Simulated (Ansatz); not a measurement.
A geometry of Si away from equilibrium: step 2 of the relaxation of a relaxed Si cell, doubled along one cell vector, shaken by Gaussian noise of σ = 0.08 Å a coordinate. The numbers are results of r2SCAN (plane waves to 500 eV, PAW, scalar-relativistic; Ansatz, an electronic-structure program), not measurements. Γ-centred k-mesh 4×2×6 on the run's cell (coarser than for final values), Fermi–Dirac smearing 0.05 eV.

```xyz
12
Lattice="6.8229 0.0114 -0.0068 -6.8031 11.8790 0.0244 -0.0039 0.0057 3.9042" Properties=species:S:1:pos:R:3:forces:R:3 pbc="T T T" free_energy=-7664.279 pressure_GPa=0.4
Si    -0.0477     5.3543     0.9972    0.1404   -0.4742    0.4365
Si    -3.3331    11.2731     0.9953   -0.3495   -0.3497    0.7175
Si     2.2092     2.6906     2.9584   -0.1812   -0.0673   -0.0591
Si    -1.2261     8.5583     2.9900    0.2298   -0.0219   -0.4343
Si    -1.1956     3.2878     0.9869   -0.4817    0.0058   -0.0727
Si    -4.6484     9.2730     0.9829    0.6017    0.3441    1.0607
Si     3.3015     0.6074     2.9728    0.2808    0.4555   -0.7752
Si     0.0441     6.5755     2.9790   -0.0858    0.3181   -0.4033
Si     1.1048     3.2719     1.0007    0.3127    0.1973    0.0524
Si    -2.2873     9.1847     1.0036   -0.1700   -0.0057    0.4136
Si     4.5312     2.6547     2.9268    0.1747   -0.0703    0.1278
Si     1.1318     8.6809     2.9979   -0.4719   -0.3317   -1.0639
```

Positions in Å, forces in eV/Å, free energy of the cell in eV (comparable only within this code, potentials and settings). Largest force: 1.27 eV/Å, on Si6 (atoms numbered as listed); the geometry lies 0.01 eV/atom above the end of its relaxation.

No spin polarisation in the result.

The end of the path is a generated cell of Si: the first start was made by placing the elements on the sites of a structure type, and the end was not matched to a known phase here, so it may be hypothetical. Known forms of Si include space group No. 227.
